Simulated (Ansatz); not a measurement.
Born–Oppenheimer molecular dynamics of a 16-atom Ti$_{2}$Si$_{13}$Sn cell at 17.69 Å³/atom, computed with Ansatz: Langevin thermostat at 300 K, 250 steps of 3.0 fs, friction 0.03 1/fs. The run is short and the cell small, so it isn't an equilibrium average.

```yaml
crystal:
  lattice:
    - [6.78167, -0.034943, 0.112108]
    - [-0.034943, 6.465895, 0.131942]
    - [0.112108, 0.131942, 6.460074]
  atoms:
    - { symbol: Si, position: [0.8618874473, 0.6691697461, 0.1193674492] }
    - { symbol: Si, position: [0.0524488185, 0.1294583647, 0.1115167537] }
    - { symbol: Si, position: [0.1802375825, 0.4017590528, 0.8960200947] }
    - { symbol: Si, position: [0.6738248628, 0.3159428817, 0.1399605935] }
    - { symbol: Si, position: [0.4098798048, 0.8361645675, 0.4751786556] }
    - { symbol: Si, position: [0.363283474, 0.667239206, 0.0727786387] }
    - { symbol: Si, position: [0.3264949641, 0.3894966478, 0.2912623088] }
    - { symbol: Si, position: [0.871197954, 0.5485222228, 0.7257418089] }
    - { symbol: Si, position: [0.659602237, 0.5521833878, 0.4354598577] }
    - { symbol: Si, position: [0.0951887157, 0.680608026, 0.395036178] }
    - { symbol: Si, position: [0.3928267614, 0.1510530866, 0.6718787179] }
    - { symbol: Si, position: [0.4082585293, 0.0213241107, 0.148514785] }
    - { symbol: Si, position: [0.5335772952, 0.4820337843, 0.7992906338] }
    - { symbol: Ti, position: [0.1567162357, 0.8865050396, 0.7952820518] }
    - { symbol: Ti, position: [0.6401589999, 0.8824990579, 0.8761781935] }
    - { symbol: Sn, position: [0.8358394887, 0.1217821909, 0.5176375188] }
  symmetry: { detect: false }
basis:
  ecutwfc: 420
  xc_grid: 1
kpoints:
  mp_grid: { grid: [1, 1, 1], shift: [0.25, 0.25, 0.25] }
hamiltonian:
  xc: pbe
scf:
  occupations: { method: fermi_dirac, width: 0.05 }
  lower_state_search: "off"
  convergence: { dr2_threshold: 1.0e-05 }
output:
  forces: true
  stress: true
md:
  timestep: 3.0
  n_steps: 250
  ensemble: nvt_langevin
  friction: 0.03
  temperature: 300.0
  initial_velocities: maxwell_boltzmann
  seed: 27488
```

```bash
ansatz run input.yaml --threads 2 --pin off --max-ram 5120MiB --backend cpu --events-out ev --progress --plain --runs-dir out
```

All numbers below come from DFT PBE, scalar-relativistic, plane waves, PAW in Ansatz.

6 frames, positions in Å (not wrapped into the cell) and forces in eV/Å:

```xyz
16
Lattice="6.782 -0.035 0.112 -0.035 6.466 0.132 0.112 0.132 6.460" Properties=species:S:1:pos:R:3:forces:R:3 pbc="T T T" time_fs=0.0 temperature_K=281 free_energy_over_first_frame_eV=0.000
Si    5.835    4.312    0.956   -0.320    0.160    0.010
Si    0.364    0.850    0.743   -0.120   -0.460    0.280
Si    1.309    2.710    5.862   -0.810    0.720   -0.730
Si    4.574    2.038    1.021    0.070   -0.080   -0.050
Si    2.804    5.455    3.226    0.190   -0.930    0.480
Si    2.449    4.311    0.599    0.300    0.920   -0.630
Si    2.233    2.545    1.970    0.110   -1.380    1.560
Si    5.970    3.612    4.858    1.770    0.230    0.410
Si    4.503    3.605    2.960   -1.250    0.220   -0.770
Si    0.666    4.450    2.652   -0.010   -0.160    0.190
Si    2.734    1.052    4.404    1.170    1.280   -0.160
Si    2.785    0.143    1.008   -0.250    0.720    0.340
Si    3.691    3.204    5.287   -0.280   -0.260    0.200
Ti    1.121    5.832    5.272   -1.150   -0.370   -0.130
Ti    4.409    5.799    5.848    0.040   -0.450   -0.770
Sn    5.722    0.827    3.454    0.520   -0.150   -0.230
16
Lattice="6.782 -0.035 0.112 -0.035 6.466 0.132 0.112 0.132 6.460" Properties=species:S:1:pos:R:3:forces:R:3 pbc="T T T" time_fs=150.0 temperature_K=375 free_energy_over_first_frame_eV=-0.892
Si    5.826    4.401    0.965   -0.160   -0.090   -0.170
Si    0.451    0.777    0.691   -0.060    0.430    0.260
Si    1.084    2.959    5.923   -0.100   -0.240    0.100
Si    4.642    1.929    1.026   -0.050   -0.020    0.480
Si    2.852    5.486    3.498   -0.200   -0.420   -0.130
Si    2.518    4.225    0.591    0.040    0.600   -0.150
Si    2.476    2.492    2.419    0.380   -0.320    0.020
Si    6.077    3.813    4.705    0.620    0.100    0.270
Si    4.508    3.827    2.924   -0.810   -0.260   -0.730
Si    0.902    4.369    2.489   -0.010    0.060    0.450
Si    2.732    1.244    4.613    0.270    0.480   -0.210
Si    2.895    0.112    1.265   -0.010    0.160   -0.710
Si    3.921    3.127    5.376   -0.140    0.000    0.600
Ti    0.903    5.947    5.190    0.250   -0.740    0.140
Ti    4.333    5.713    5.743   -0.020    0.460    0.040
Sn    5.851    0.710    3.354    0.000   -0.210   -0.260
16
Lattice="6.782 -0.035 0.112 -0.035 6.466 0.132 0.112 0.132 6.460" Properties=species:S:1:pos:R:3:forces:R:3 pbc="T T T" time_fs=300.0 temperature_K=292 free_energy_over_first_frame_eV=-0.934
Si    5.773    4.566    1.041    0.210    0.140   -0.060
Si    0.286    1.101    0.550    1.220    0.180   -0.630
Si    0.979    3.385    5.968    0.090   -0.630    0.340
Si    4.759    1.522    0.933   -0.770    0.520   -0.200
Si    2.607    5.499    3.368    0.040    0.700   -0.040
Si    2.571    4.400    0.638   -0.300    0.560    0.200
Si    2.643    2.377    2.320    0.350    0.020    0.370
Si    6.104    4.055    4.583   -0.910   -0.300   -0.250
Si    4.270    4.033    2.879    0.690   -0.480    0.210
Si    0.910    4.070    2.442   -0.210   -0.200   -0.040
Si    3.028    1.343    4.507   -0.390    0.360    0.160
Si    2.704    0.308    1.062   -0.340   -0.410   -0.220
Si    3.997    3.328    5.634    0.680   -0.930   -0.610
Ti    0.954    5.995    5.236    0.220    0.610    0.350
Ti    4.450    5.949    5.710   -0.390    0.160    0.070
Sn    5.982    0.591    3.177   -0.190   -0.290    0.340
16
Lattice="6.782 -0.035 0.112 -0.035 6.466 0.132 0.112 0.132 6.460" Properties=species:S:1:pos:R:3:forces:R:3 pbc="T T T" time_fs=450.0 temperature_K=407 free_energy_over_first_frame_eV=-1.013
Si    5.948    4.780    1.119    0.320    0.400   -0.510
Si    0.457    1.294    0.500    0.270    0.280    0.140
Si    1.210    3.473    5.899   -0.590   -0.520   -0.180
Si    4.819    1.588    1.003   -0.080   -0.500   -0.190
Si    2.813    5.595    3.398   -0.880    0.070   -0.290
Si    2.699    4.371    0.687    0.080    0.040    0.490
Si    2.980    2.367    2.361   -0.690    0.220    0.290
Si    6.104    4.044    4.566    0.210   -0.140    0.300
Si    4.482    4.127    2.818    0.010   -0.230    0.230
Si    1.048    4.039    2.590    0.430   -0.080   -0.190
Si    3.087    1.337    4.513   -0.600    0.480    0.190
Si    2.688    0.233    1.039    0.420    0.470    0.190
Si    4.104    3.180    5.663    0.400    0.020   -0.120
Ti    1.063    6.133    5.355   -0.170   -0.780   -0.470
Ti    4.377    5.884    5.654    0.900    0.190    0.530
Sn    6.093    0.447    3.255   -0.030    0.080   -0.410
16
Lattice="6.782 -0.035 0.112 -0.035 6.466 0.132 0.112 0.132 6.460" Properties=species:S:1:pos:R:3:forces:R:3 pbc="T T T" time_fs=600.0 temperature_K=323 free_energy_over_first_frame_eV=-1.392
Si    5.714    5.078    1.213   -0.320    0.250    0.120
Si    0.451    1.397    0.664    0.510   -0.240    0.030
Si    1.452    3.255    5.705    0.360   -0.110   -0.350
Si    4.794    1.315    1.011   -0.100   -0.070   -0.040
Si    2.320    5.403    3.308   -0.110    0.310    0.470
Si    2.733    4.334    0.753   -0.130   -0.700   -0.620
Si    2.853    2.408    2.243    0.530    0.170    0.430
Si    6.115    3.963    4.709    0.140   -0.070   -0.220
Si    4.370    4.279    3.082   -0.040   -0.510   -0.250
Si    0.763    3.819    2.323    0.000   -0.280   -0.120
Si    2.660    1.317    4.418    0.490    0.600    0.360
Si    2.592    0.161    1.134   -0.450    0.800   -0.260
Si    4.174    3.056    5.660   -0.360   -0.550    0.050
Ti    1.056    5.926    5.427   -0.650    0.510   -0.060
Ti    4.282    6.016    5.716    0.070   -0.360    0.070
Sn    6.118    0.414    3.267    0.040    0.270    0.380
16
Lattice="6.782 -0.035 0.112 -0.035 6.466 0.132 0.112 0.132 6.460" Properties=species:S:1:pos:R:3:forces:R:3 pbc="T T T" time_fs=750.0 temperature_K=300 free_energy_over_first_frame_eV=-1.586
Si    5.523    5.225    1.356    0.390   -0.400   -0.230
Si    0.417    1.527    0.725    0.570    0.720    0.010
Si    1.374    3.286    5.335    0.600   -0.410    0.460
Si    4.897    1.098    1.139    0.220    0.140   -0.300
Si    2.178    5.426    3.381    0.210   -0.040    0.160
Si    2.695    4.169    0.564    0.110   -0.500   -0.620
Si    3.247    2.242    2.336   -0.270    0.790    0.220
Si    6.023    3.868    4.693   -0.300    0.370   -0.030
Si    4.323    4.252    3.154   -0.210    0.140    0.000
Si    1.133    3.461    2.332   -0.510   -0.070   -0.390
Si    2.704    1.414    4.465   -0.250   -0.520    0.630
Si    2.409    0.276    1.130   -0.090   -0.700    0.220
Si    4.257    2.698    5.787   -0.270   -0.010    0.130
Ti    1.112    5.870    5.602   -0.540    0.170   -0.350
Ti    4.223    6.079    5.845   -0.120    0.280   -0.340
Sn    6.204    0.352    3.430    0.460    0.030    0.420
```

Over the second half the temperature averages 309 K and the pressure (kinetic part included, positive in compression) -0.8 GPa. Mean square displacements at the end: Si 0.59 Å², Sn 0.41 Å², Ti 0.11 Å² (from the start of this run, the atoms' common shift taken off).

One k point is coarse for so small a cell, so forces and above all the pressure are rough.

It took 3.3 min on 2 threads of Arm Neoverse V2 (shared host), peak memory 0.44 GiB.